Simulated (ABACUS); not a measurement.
Set-up for a self-consistent single point of SnSe2 (P3m1, 3 atoms in the cell; from Materials Project mp-665, changed as shown).

```
SnSe2
1.0
    3.84190     0.00000     0.00000
   -1.92095     3.32718     0.00000
    0.00000     0.00000     6.48588
Sn Se
1 2
Direct
  0.00000   0.00000   0.00000
  0.66667   0.33333   0.73397
  0.33333   0.66667   0.24290
```

All values come from this method and carry its errors: PBEsol, PseudoDojo 0.4 standard norm-conserving PBEsol (tails mended) pseudopotentials (plane waves; ABACUS 3.10.1).

ABACUS settings:

```
key                                                                      value
---------------  -------------------------------------------------------------
KPT                                                          Gamma 7 7 3 0 0 0
basis_type                                                                  pw
ecutwfc                                                                  86 Ry
smearing_method                                                       gaussian
smearing_sigma                                                  0.000734986 Ry
potentials       PseudoDojo 0.4 standard norm-conserving PBEsol (tails mended)
symmetry                                                                     1
ks_solver                                                         dav_subspace
scf_nmax                                                                   100
scf_thr                                                             1.0e-09 Ry
mixing_type                                                            broyden
```

Problem. Estimate, at this level of theory: pressure and largest force (vector length).

Solution. The run gave:

- Pressure: -2.93 GPa
- Largest force (vector length): 1.099 eV/Å

For comparison: a first run was changed to give this one (atom 2 moved by -0.15 angstrom along z), and from it to this one the free energy rises by 27.9 meV/atom, the pressure goes from -0.74 to -2.93 GPa and the largest force goes from 0.032 to 1.099 eV/Å.

Forces above 1 eV/Å remain at this geometry. The structure comes from a collection of computed structures, made at another level of theory; the collection holds predicted forms beside known ones.

Cost on one core: roughly 80 core-seconds.

“Tails mended”: in these copies of the files the far tail of each local potential was reset to the Coulomb form.
